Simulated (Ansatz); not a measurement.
ZnS:
```cif
data_S4Zn4
_chemical_formula_sum 'Zn4 S4'
_space_group_name_H-M_alt 'P42/mnm'
_space_group_IT_number 136
_space_group_name_Hall '-P 4n 2n'
_cell_length_a 6.62997
_cell_length_b 6.62997
_cell_length_c 3.86157
_cell_angle_alpha 90.000
_cell_angle_beta 90.000
_cell_angle_gamma 90.000
loop_
_atom_site_label
_atom_site_type_symbol
_atom_site_symmetry_multiplicity
_atom_site_Wyckoff_symbol
_atom_site_fract_x
_atom_site_fract_y
_atom_site_fract_z
_atom_site_occupancy
Zn1 Zn 4 g 0.17519 0.17519 0.50000 1
S1 S 4 f 0.31431 0.31431 0.00000 1
```

Relaxed with DFT-PBE in the program Ansatz with PAW potentials. Indices refer to the conventional cell of P4_2/mnm, a = b = 6.630 Å, c = 3.862 Å, α = β = γ = 90.00°.

**Question.** Simulate the powder diffraction pattern (Cu Kα, λ = 1.54184 Å; lines above 1 %) up to 2θ = 90°.

**Answer.** Simulated powder pattern, Cu Kα, λ = 1.54184 Å (kinematic, ideal powder, no thermal factors, no anomalous dispersion; the 30 strongest lines at most, above 1 %, up to 2θ = 90°):

| 2θ (°) | d (Å) | I/Imax (%) | hkl |
|---|---|---|---|
| 18.93 | 4.688 | 22 | (110) |
| 26.72 | 3.337 | 99 | (101) |
| 26.90 | 3.315 | 100 | (200) |
| 29.98 | 2.981 | 28 | (111) |
| 30.14 | 2.965 | 29 | (210) |
| 38.27 | 2.352 | 28 | (211) |
| 38.40 | 2.344 | 14 | (220) |
| 43.15 | 2.097 | 24 | (310) |
| 45.25 | 2.004 | 10.0 | (221) |
| 47.07 | 1.931 | 26 | (002) |
| 47.40 | 1.918 | 95 | (301) |
| 51.17 | 1.785 | 2.9 | (112) |
| 55.04 | 1.668 | 24 | (202) |
| 55.34 | 1.660 | 45 | (321) |
| 56.91 | 1.618 | 10 | (212) |
| 57.30 | 1.608 | 5.4 | (410) |
| 59.12 | 1.563 | 22 | (330) |
| 62.30 | 1.490 | 6.4 | (222) |
| 65.75 | 1.420 | 13 | (312) |
| 67.70 | 1.384 | 6.3 | (421) |
| 72.73 | 1.300 | 2.9 | (510) |
| 75.19 | 1.264 | 4.5 | (103) |
| 75.86 | 1.254 | 16 | (501)+(431) |
| 77.21 | 1.236 | 3.9 | (412) |
| 77.45 | 1.232 | 4.1 | (511) |
| 78.79 | 1.215 | 19 | (332) |
| 82.18 | 1.173 | 8.7 | (521) |
| 85.38 | 1.137 | 9.5 | (530) |
| 87.75 | 1.112 | 15 | (303) |
| 88.48 | 1.105 | 6.2 | (600) |

The start of the workflow was typed in or built on a structure type; neither database checked (COD, Materials Project) lists it. It is not the phase usual at ambient conditions (space group No. 186, 216). The PBE relaxation kept the symmetry of its start; whether a distortion lowers the energy is not shown. The volume moved by 18 % from the start of the relaxation.

Potentials: the earlier of the program's two PAW sets.
